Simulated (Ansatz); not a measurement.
LaGa$_{2}$Ni:
```cif
data_Ga4La2Ni2
_chemical_formula_sum 'La2 Ga4 Ni2'
_space_group_name_H-M_alt 'P 1'
_space_group_IT_number 1
_cell_length_a 9.03182
_cell_length_b 9.03182
_cell_length_c 4.24819
_cell_angle_alpha 90.000
_cell_angle_beta 90.000
_cell_angle_gamma 152.890
loop_
_space_group_symop_operation_xyz
  'x, y, z'
loop_
_atom_site_label
_atom_site_type_symbol
_atom_site_fract_x
_atom_site_fract_y
_atom_site_fract_z
_atom_site_occupancy
La1 La 0.14131 0.85869 0.00000 1
La2 La 0.85869 0.14131 0.00000 1
Ga1 Ga 0.50000 0.50000 0.00000 1
Ga2 Ga 0.00000 0.00000 0.50000 1
Ga3 Ga 0.29068 0.70932 0.50000 1
Ga4 Ga 0.70932 0.29068 0.50000 1
Ni1 Ni 0.42888 0.57112 0.50000 1
Ni2 Ni 0.57112 0.42888 0.50000 1
```

Relaxed with r²SCAN.

Q: Which orbitals make up the states near the Fermi level in DFT-r²SCAN in the program Ansatz with PAW potentials?

A: Within 0.5 eV of the Fermi level: Ga 4p 39 %, La 5d 31 %, Ni 3d 21 %. Projections are on Löwdin-orthogonalised atomic valence shells; empty p or d shells of many metals are not among them.

Q: Tabulate the density of states.

A: States/eV per cell of 8 atoms, in 0.25 eV bins, energy from the Fermi level.

```csv
E (eV),total,La 4f,Ni 3d,Ga 4p
-7.85,2.31,0.00,0.03,0.38
-7.60,2.48,0.01,0.04,0.35
-7.35,1.61,0.00,0.03,0.28
-7.10,1.98,0.01,0.07,0.41
-6.85,1.67,0.00,0.08,0.33
-6.60,1.56,0.01,0.11,0.28
-6.35,2.20,0.01,0.19,0.35
-6.10,1.88,0.01,0.16,0.35
-5.85,1.41,0.01,0.14,0.29
-5.60,1.33,0.01,0.14,0.28
-5.35,1.47,0.01,0.15,0.33
-5.10,1.94,0.01,0.17,0.48
-4.85,2.20,0.02,0.23,0.59
-4.60,1.52,0.02,0.23,0.44
-4.35,1.24,0.01,0.23,0.40
-4.10,1.07,0.01,0.22,0.42
-3.85,1.07,0.01,0.33,0.45
-3.60,2.89,0.02,0.95,1.20
-3.35,4.53,0.02,1.86,1.64
-3.10,5.39,0.03,2.44,1.69
-2.85,4.36,0.02,2.44,1.07
-2.60,7.70,0.04,4.87,1.46
-2.35,11.63,0.05,8.46,1.64
-2.10,9.89,0.05,7.51,1.31
-1.85,15.22,0.08,11.79,1.68
-1.60,16.36,0.11,13.34,1.54
-1.35,8.53,0.09,5.57,1.51
-1.10,7.65,0.09,3.38,2.28
-0.85,6.19,0.11,2.00,2.32
-0.60,6.26,0.14,1.62,2.60
-0.35,5.36,0.14,1.18,2.30
-0.10,5.51,0.17,1.04,2.34
0.15,4.57,0.16,0.90,1.61
0.40,4.34,0.19,0.89,1.29
0.65,4.09,0.22,0.88,1.00
0.90,3.91,0.33,0.83,0.98
1.15,2.96,0.38,0.54,0.75
1.40,2.06,0.35,0.29,0.48
1.65,2.21,0.58,0.24,0.46
1.90,4.49,1.77,0.30,0.78
2.15,9.43,5.23,0.38,1.05
2.40,13.90,10.28,0.30,0.78
2.65,33.90,30.82,0.27,0.52
```

Space group Cmmm. The first step of the workflow began from a Materials Project structure, measured or hypothetical; the Crystallography Open Database copy checked does not list it. Its standing as an ambient phase is unchecked. Symmetry was held in the r²SCAN relaxation; whether a distortion lowers the energy is not shown. No spin polarisation was allowed. Spin–orbit coupling is left out wherever it is not named.

Potentials: the later of the program's two PAW sets.
